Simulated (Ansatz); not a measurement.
# BaB6 squeezed and stretched

A database entry relaxed whole under r2SCAN (Pm-3m):

```
Ba B
1.0
     4.26663    0.00000    0.00000
     0.00000    4.26663    0.00000
     0.00000    0.00000    4.26663
Ba B
1 6
Direct
  0.00000 0.00000 0.00000
  0.20562 0.50000 0.50000
  0.50000 0.20562 0.50000
  0.79438 0.50000 0.50000
  0.50000 0.79438 0.50000
  0.50000 0.50000 0.20562
  0.50000 0.50000 0.79438
```

The cell was scaled uniformly, its shape held, and the atoms relaxed at each volume with plane-wave PAW DFT (Ansatz 0.2.0; r2SCAN, 500 eV, 8×8×8 Γ-centred mesh, fermi-dirac occupations of width 0.100 eV; no spin, no spin-orbit coupling). One row is withheld.

| volume (Å³/atom) | energy over the lowest (meV/atom) | pressure (GPa) |
| --- | --- | --- |
| 10.430 | 20.9 | 10.45 |
| 10.652 | ? | ? |
| 10.874 | 2.2 | 3.17 |
| 11.096 | 0.0 | 0.02 |
| 11.318 | 1.9 | -2.82 |
| 11.540 | 7.6 | -5.41 |
| 11.761 | 16.7 | -7.74 |

Fit the pressures of the other rows to the third-order Birch-Murnaghan form.

With f = [(V₀/V)^(2/3) − 1]/2 and P = 3B₀f(1 + 2f)^(5/2)[1 + 3(B₀′ − 4)f/2], least squares gives V₀ = 11.10 Å³ an atom, B₀ = 149 GPa and B₀′ = 3.9; the rows miss the fit by less than 0.01 GPa. The slope of the energies differs from these pressures by less than 0.05 GPa.

What does the withheld row hold?

The fit gives 6.63 GPa at 10.652 Å³; the run gave 6.63 GPa and 9.0 meV an atom.

Caveats: the shape of the cell was held; 0 K, fixed nuclei; the symmetry was kept, and this need not be the phase that is stable at 0 K; one mesh for all volumes; pressure is positive in compression.
